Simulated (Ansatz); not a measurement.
Ca(CdAs)2 (space group P-3m1)

```
Ca(CdAs)2
1.0
    4.40788     0.00000     0.00000
   -2.20394     3.81733     0.00000
    0.00000     0.00000     7.19731
Ca Cd As
1 2 2
Direct
  0.00000   0.00000   0.00000
  0.33333   0.66667   0.63374
  0.66667   0.33333   0.36626
  0.33333   0.66667   0.23753
  0.66667   0.33333   0.76247
```

Equation-of-state scan: isotropic scaling of the cell above, V₀ being its volume. The atoms relax within the cell's symmetry.

All values below come from r2SCAN (plane waves to 500 eV, PAW, scalar-relativistic; Ansatz, a first-principles code). k mesh 9×9×5 (Γ-centred), Fermi-Dirac smearing 0.05 eV. E stands for the smeared free energy. With the shape held, the modulus is that of even scaling; a crystal free to change shape is softer. Ca(CdAs)2 was relaxed with its symmetry unable to fall. ΔE is measured from the relaxed starting cell.

```tsv
V (Å³/atom)	ΔE (meV/atom)
20.346	147.7
20.991	97.0
21.637	58.9
22.283	31.4
22.929	13.3
23.575	3.2
24.221	0.0
24.867	2.9
25.513	11.0
26.159	23.6
26.804	40.2
27.450	60.1
28.096	83.0
```

Q: What is the fitted pressure derivative B₀′?

A: 4.4.

Q: What bulk modulus at fixed cell shape B₀ follows from a third-order Birch-Murnaghan fit?

A: 55.9 GPa. Check by three points about V = 24.221 Å³/atom, step 0.646: d²E/dV² ≈ (3.2 − 2·0.0 + 2.9) meV / 0.646² = 0.0146 eV/Å⁶, and V·d²E/dV² × 160.2 = 56.7 GPa.

(A scan under strain: stresses follow from slopes of the energy per volume, elastic moduli from its curvatures.)
